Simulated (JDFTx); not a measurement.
- surface: ZrSi2(010), Si outermost, slab composition Zr4Si8
- bulk: ZrSi2, Cmcm, lattice of mp-1515 (not re-optimised)
- slab: 12 atoms in 10 planes, 1x1, 12.8 Å between the outermost planes
- in-plane cell: 3.673 × 3.683 Å, 13.53 Å²
- cell height: 29.3 Å
- sampling: 6×6×1 k mesh, Fermi smearing 0.01 Ha, no spin polarisation

Whether this polymorph is the ambient one wasn't checked. Neither spin polarisation nor a larger cell was tried.

Method: PBE, GBRV ultrasoft potentials, plane waves to 20/100 Ha, in JDFTx (a modified build). Liquid: linear PCM (GLSSA13), water, 1 M NaCl. Between zero charge and -0.35 V from it the run gives σ = -8.0 μC/cm², a mean capacitance of 22.7 μF/cm². The liquid has ε = 78.4, a 1:1 salt at 1 M with linear (Debye) response, and T = 298 K.

Worked example: the Debye length, the diffuse-layer capacitance, and the inner capacitance that is left when the two stand in series.

Each ion has density c = 1 × 6.022×10⁻⁴ = 6.022e-04 Å⁻³. λ² = ε kT / (8π (e²/4πε₀) c) with kT = 0.02568 eV and e²/4πε₀ = 14.40 eV Å gives λ = 3.04 Å; the log prints 3.04 Å. C_diffuse = ε₀ε/λ = 228 μF/cm². Then 1/C_inner = 1/22.7 − 1/228, so C_inner = 25.2 μF/cm², which equals a vacuum gap of ε₀/C_inner = 0.35 Å. The diffuse layer takes 10 % of the potential drop; the rest lies between the electrode's charge and the onset of the dielectric, with the electrode's own (quantum) capacitance in it. The split is a model: in the calculation solvent and ions share one smooth cavity.
